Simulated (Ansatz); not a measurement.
Q: Each is relaxed and computed with DFT-r²SCAN in the program Ansatz with PAW potentials. Which is the only one with a gap?
(A) BP, Pm-3n (B on 6c, P on 6d)
(B) TiCrP, P-62m (Cr on 3f, P on 2c, Ti on 3g, P on 1b)
(C) BAs, NiAs type
(D) LiFeP, P4/nmm (Li on 2c, Fe on 2a, P on 2c)

A: A, BP, Pm-3n (B on 6c, P on 6d). BP: gap 0.64 eV (indirect); BAs: metal; TiCrP: metal; LiFeP: metal. Spin orders computed, not proven ground states: TiCrP, P-62m (Cr on 3f, P on 2c, Ti on 3g, P on 1b) ferrimagnetic. Typed or built starts, not in the databases checked: BP, Pm-3n (B on 6c, P on 6d); BAs, NiAs type. Not the usual ambient phase: BP, Pm-3n (B on 6c, P on 6d); BAs, NiAs type. Standing as an ambient phase not checked: TiCrP, P-62m (Cr on 3f, P on 2c, Ti on 3g, P on 1b); LiFeP, P4/nmm (Li on 2c, Fe on 2a, P on 2c). All cells were relaxed under the symmetry of their starts (and spin orders); stability against distortions was not tested throughout. Rows with no word on spin ran without spin polarisation. Spin–orbit coupling is left out wherever it is not named.

Potentials: the later of the program's two PAW sets.
